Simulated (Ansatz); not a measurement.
Ansatz (a quantum-chemistry and plane-wave program) input:

Ansatz 0.2 input:
```yaml
crystal:
  lattice:
    - [4.4680849439, 0.0, 0.0]
    - [0.0, 4.4680849439, 0.0]
    - [0.0, 0.0, 4.4680849439]
  atoms:
    - { symbol: Cs, position: [0.0, 0.0, 0.0] }
    - { symbol: Ca, position: [0.5, 0.5, 0.5] }
    - { symbol: H, position: [0.5, 0.0, 0.5] }
    - { symbol: H, position: [0.0, 0.5, 0.5] }
    - { symbol: H, position: [0.5, 0.5, 0.0] }
kpoints:
  mp_grid: { grid: [6, 6, 6] }
hamiltonian:
  xc: lda
  pseudopotentials: { kind: paw }
scf:
  occupations: { method: fixed }
phonons:
  method: dfpt
  response_accuracy: low
  eigenvectors: true
  rigid_motions: translations
  dielectric: true
  raman: true
```

Output (shortened):

```
Pseudopotential: Cs, paw, valence charge 9
Pseudopotential: Ca, paw, valence charge 10
Pseudopotential: H, paw, valence charge 1
Functional definition: SPW92
Crystal: 5 atoms, lattice volume = 89.200 Å³
Basis set: ecut = 420 eV, 1743 PW (Γ), exchange–correlation on 60×60×60 points (8 copies of the dense FFT grid, shifted against one another)
Bands: 16, of which v1, the nominal top of the filled ones, is band 11 counted from 1 (10 counted from 0)
Symmetry: 48 space group operations
k-points: 80 of 216 (irreducible under 2 space group operations, time reversal used)
SCF iter   1: F=—  HF=-7326.648277 eV  |F-HF|=—  |Δ(HF+E_count)|=         —  Δρ=1.02e-2  dr2=7.92e-2  ethr=1.77e-3  ⟨swp⟩=4.4  Hψ=6101  notcnv=0  defer=163
preconditioner: auto → Resta (q_TF=auto, 2.161 Å⁻¹)
SCF iter   2: F=—  HF=-7326.624896 eV  |F-HF|=—  |Δ(HF+E_count)|=   2.34e-2  Δρ=4.46e-3  dr2=1.58e-2  ethr=3.60e-4  ⟨swp⟩=1.2  Hψ=1947  notcnv=0  defer=146
SCF iter   3: F=—  HF=-7326.619587 eV  |F-HF|=—  |Δ(HF+E_count)|=   5.31e-3  Δρ=4.55e-4  dr2=1.17e-4  ethr=7.17e-5  ⟨swp⟩=2.0  Hψ=1636  notcnv=0  defer=207
SCF iter   4: F=—  HF=-7326.619591 eV  |F-HF|=—  |Δ(HF+E_count)|=   3.79e-6  Δρ=9.29e-5  dr2=4.36e-6  ethr=5.32e-7  ⟨swp⟩=2.6  Hψ=1972  notcnv=0  defer=179
SCF iter   5: F=—  HF=-7326.619592 eV  |F-HF|=—  |Δ(HF+E_count)|=   1.02e-6  Δρ=2.51e-5  dr2=2.49e-7  ethr=1.98e-8  ⟨swp⟩=2.9  Hψ=2168  notcnv=0  defer=86
SCF iter   6: F=—  HF=-7326.619592 eV  |F-HF|=—  |Δ(HF+E_count)|=   1.07e-7  Δρ=1.86e-6  dr2=2.64e-9  ethr=1.13e-9  ⟨swp⟩=2.1  Hψ=1729  notcnv=0  defer=86
SCF iter   7: F=—  HF=-7326.619592 eV  |F-HF|=—  |Δ(HF+E_count)|=  8.03e-10  Δρ=4.78e-7  dr2=1.33e-10  ethr=1.00e-12  ⟨swp⟩=13.1  Hψ=9986  notcnv=0
SCF iter   8: F=-7326.619592 eV  HF=-7326.619592 eV  |F-HF|=1.82e-12  |Δ(HF+E_count)|=  1.04e-10  Δρ=9.05e-8  dr2=6.13e-12  ethr=1.00e-12  ⟨swp⟩=5.1  Hψ=5048  notcnv=0
SCF 1 converged in 8 iterations: F = -7326.619592 eV  dr2 = 6.13e-12
DFPT response loops at Γ: preconditioner auto → none (the input reference at scf.mixing.eps_inf says where Resta's filter doesn't serve); β = 0.50 …
── the response to a field inside a basis, on 8×8×8 k-points: an SCF that follows is theirs, and a resumed run solves both again ──
Crystal: 5 atoms, lattice volume = 89.200 Å³
Bands: 12, of which v1, the nominal top of the filled ones, is band 11 counted from 1 (10 counted from 0)
k-points: 20 of 512
SCF iter   1: F=—  HF=-7326.617609 eV  |F-HF|=—  |Δ(HF+E_count)|=         —  Δρ=1.51e-4  dr2=5.04e-6  ethr=1.00e-1
preconditioner: auto → Resta (q_TF=auto, 2.161 Å⁻¹)
SCF iter   2: F=—  HF=-7326.617610 eV  |F-HF|=—  |Δ(HF+E_count)|=   1.10e-6  Δρ=7.67e-5  dr2=1.28e-6  ethr=2.29e-8
SCF iter   3: F=—  HF=-7326.617611 eV  |F-HF|=—  |Δ(HF+E_count)|=   5.92e-7  Δρ=5.24e-6  dr2=1.81e-8  ethr=5.83e-9
SCF iter   4: F=—  HF=-7326.617611 eV  |F-HF|=—  |Δ(HF+E_count)|=   5.46e-9  Δρ=5.66e-7  dr2=1.74e-10  ethr=8.24e-11
SCF iter   5: F=-7326.617611 eV  HF=-7326.617611 eV  |F-HF|=6.37e-12  |Δ(HF+E_count)|=  7.55e-11  Δρ=1.28e-7  dr2=8.25e-12  ethr=1.00e-12
SCF 1 converged in 5 iterations: F = -7326.617611 eV  dr2 = 8.25e-12
DFPT response loops at Γ: mixed as the last ones told, above
DFPT response loops at Γ: mixed as the last ones told, above
SCF converged after 8 iterations
Free energy (F): -7326.619592 eV
Harris-Foulkes:  -7326.619592 eV  (|F-HF|=1.82e-12)
Internal energy: -7326.619592 eV  (E = F + TS)
E sigma→0 (E₀):  -7326.619592 eV
Fermi energy:    3.691905 eV
--- Per-component energies (eV) ---
  E_band       = -202.853360
  E_kinetic    = 460.591144
  E_local      = -1048.172300  (includes V_loc(G=0)·N_el)
  E_nonlocal   = 103.525457
  E_hartree    = 352.139871
  E_xc         = -335.372060
  E_vxc        = -332.322633  (∫ρ·V_xc dr)
  E_paw        = -5720.439224  (= ΣΔE_a)
  E_vpaw       = -90.751445  (= ΣTr[D̂ρ^β])
  E_aug_tail   = -0.003353  (compensation charges beyond the density's cutoff)
  E_ewald      = -1139.442847
  E_core_change = 0.553722  (= ΣΔE_core)
  E_smearing   =  0.000000  (= −TS)
  E_closure    = 0.000000  (closes the sum)
  Σ components = -7326.619592   (vs F -7326.619592, Δ=0.00e0)
  [band-id]    e_kinetic+e_local+e_nonlocal+2·e_hartree+e_vxc+e_vpaw+e_augmentation_tail = -202.853390   (vs E_band -202.853360, Δ=-2.97e-5)
--- Band table (eV; the first three rows and the last of 80) ---
  k-point 0: bands = ["-34.7570", "-16.5520", "-16.0317", "-16.0317", "-16.0317", "-3.1807", "-3.1807", "-3.1807", "0.5963", "2.7183", "2.7183", "9.1173", "9.1173", "9.1173", "10.0452", "10.0452"]
  k-point 1: bands = ["-34.7567", "-16.5517", "-16.0326", "-16.0311", "-16.0311", "-3.3981", "-3.1698", "-3.1698", "0.9373", "2.7906", "2.8544", "9.0060", "9.0060", "9.2030", "9.4679", "10.1668"]
  k-point 2: bands = ["-34.7560", "-16.5520", "-16.0333", "-16.0300", "-16.0300", "-3.7669", "-3.1480", "-3.1480", "1.7113", "2.9493", "2.9576", "8.5981", "8.8666", "8.8666", "9.4016", "9.4822"]
  k-point 79: bands = ["-34.7531", "-16.4556", "-16.0669", "-16.0669", "-16.0669", "-3.5829", "-3.5829", "-3.5829", "2.8953", "2.8953", "2.8953", "8.2698", "8.2698", "8.2698", "8.7589", "9.7244"]
--- Phonons (Γ-DFPT): 4 representative perturbations + reference, on 80 of 216 k-points (Σ response iterations 10) ---
  ASR residual: 8.753e-5 → 0.000e0 eV/Å²; symmetrization residual: 5.797e-6 eV/Å²
  ASR residual per site (eV/Å²): 8.75e-5 2.05e-5 8.98e-6 8.98e-6 8.98e-6
  Γ frequencies (cm⁻¹): 0.00 0.00 0.00 117.42 117.42 117.42 434.29 434.29 434.29 462.74 462.74 462.74 1110.55 1110.55 1110.55
  ε∞ (high-frequency dielectric tensor):
        3.839365     0.000000     0.000000
        0.000000     3.839365     0.000000
        0.000000     0.000000     3.839365
  ε⁰ (static dielectric tensor: ions relaxed, cell fixed):
        9.776977     0.000000     0.000000
        0.000000     9.776977     0.000000
        0.000000     0.000000     9.776977
  ε⁰ − ε∞ (ionic part):
        5.937612     0.000000     0.000000
        0.000000     5.937612     0.000000
        0.000000     0.000000     5.937612
  softest optical mode at Γ: 117.42 cm⁻¹; the repairs (sum rule, projections) moved no ω² at Γ by more than (5.09 cm⁻¹)²
  Born effective charges Z* (e; rows j = field, columns β = displacement):
    site 0:
         1.09227    0.00000    0.00000
         0.00000    1.09227    0.00000
         0.00000    0.00000    1.09227
    site 1:
         1.92408    0.00000    0.00000
         0.00000    1.92408    0.00000
         0.00000    0.00000    1.92408
    site 2:
        -0.96114    0.00000    0.00000
         0.00000   -1.09407    0.00000
         0.00000    0.00000   -0.96114
    site 3:
        -1.09407    0.00000    0.00000
         0.00000   -0.96114    0.00000
         0.00000    0.00000   -0.96114
    site 4:
        -0.96114    0.00000    0.00000
         0.00000   -0.96114    0.00000
         0.00000    0.00000   -1.09407
  Z* charge neutrality: 1.811e-4 e pre-enforcement
  solved inside a basis spanned on kpoints, on 8×8×8 k-points: ε∞ is read to err by 8.7e-3, Z* by 1.1e-2 e (field_mesh: kpoints solves on kpoints) …
  Raman tensors (in the event stream and the table raman_tensors.tsv) …
  optical modes at Γ without the LO–TO term, one row a degenerate level:
      ω (cm⁻¹)  modes    IR ((D/Å)²/amu)  static Raman (Å⁴/amu)  depolarisation
        117.42      3             0.1930                 0.0000               —
        434.29      3             0.0000                 0.0000               —
        462.74      3           144.0517                 0.0000               —
       1110.55      3            71.8196                 0.0000               —
  optical modes at Γ + LO–TO along q̂ = [1.0000, 0.0000, 0.0000]:
      ω (cm⁻¹)  modes    IR ((D/Å)²/amu)  static Raman (Å⁴/amu)  depolarisation
        117.42      2             0.1287                 0.0000               —
        118.07      1             0.0094                 0.0000               —
        434.29      3             0.0000                 0.0000               —
        462.74      2            96.0345                 0.0000               —
        681.74      1            32.0207                 0.0000               —
       1110.55      2            47.8797                 0.0000               —
       1196.27      1            39.9913                 0.0000               —
  optical modes at Γ + LO–TO along q̂ = [0.0000, 1.0000, 0.0000]:
      ω (cm⁻¹)  modes    IR ((D/Å)²/amu)  static Raman (Å⁴/amu)  depolarisation
        117.42      2             0.1287                 0.0000               —
        118.07      1             0.0094                 0.0000               —
        434.29      3             0.0000                 0.0000               —
        462.74      2            96.0345                 0.0000               —
        681.74      1            32.0207                 0.0000               —
       1110.55      2            47.8797                 0.0000               —
       1196.27      1            39.9913                 0.0000               —
  optical modes at Γ + LO–TO along q̂ = [0.0000, 0.0000, 1.0000]:
      ω (cm⁻¹)  modes    IR ((D/Å)²/amu)  static Raman (Å⁴/amu)  depolarisation
        117.42      2             0.1287                 0.0000               —
        118.07      1             0.0094                 0.0000               —
        434.29      3             0.0000                 0.0000               —
        462.74      2            96.0345                 0.0000               —
        681.74      1            32.0207                 0.0000               —
       1110.55      2            47.8797                 0.0000               —
       1196.27      1            39.9913                 0.0000               —
```

Cost: around 100 core-seconds (rough) on shared cores.

Space group Pm-3m (cubic perovskite). The workflow started from a Materials Project entry (that database holds measured and hypothetical structures alike); the Crystallography Open Database copy checked does not list it. Whether it is the stable phase at ambient conditions was not checked. The LDA relaxation kept the symmetry of its start; phonons on a q-mesh show no instability. Spin–orbit coupling is left out wherever it is not named.

Potentials: the later of the program's two PAW sets.

Ansatz is a plane-wave DFT program.
